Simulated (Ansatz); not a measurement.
HfGe:
```cif
data_GeHf
_chemical_formula_sum 'Hf1 Ge1'
_space_group_name_H-M_alt 'P 1'
_space_group_IT_number 1
_cell_length_a 3.11385
_cell_length_b 3.11385
_cell_length_c 4.40582
_cell_angle_alpha 90.000
_cell_angle_beta 90.000
_cell_angle_gamma 120.000
loop_
_space_group_symop_operation_xyz
  'x, y, z'
loop_
_atom_site_label
_atom_site_type_symbol
_atom_site_fract_x
_atom_site_fract_y
_atom_site_fract_z
_atom_site_occupancy
Hf1 Hf 0.00000 0.00000 0.00000 1
Ge1 Ge 0.66667 0.33333 0.50000 1
```

This is the PBEsol-relaxed structure.

Question: All from PBEsol (plane waves, PAW; program Ansatz), unless another level is named. Estimate the highest zone-centre frequency.

Answer: 247 cm⁻¹.

Question: Predict the bulk modulus (Birch–Murnaghan fit).

Answer: 121 GPa.

Space group P-6m2. A made-up cell: these elements were put on the sites of a structure type; neither database checked (COD, Materials Project) lists it. Whether it is the stable phase at ambient conditions was not checked. The cell was relaxed with PBEsol under the symmetry of its start; of distortions, only those at the zone centre were tested. No spin polarisation was allowed. As this level gives no gap, phonon frequencies hold no LO–TO term and depend on the k-mesh and smearing (Fermi–Dirac, 0.1 eV here). Spin–orbit coupling is left out wherever it is not named.

Potentials: the later of the program's two PAW sets.
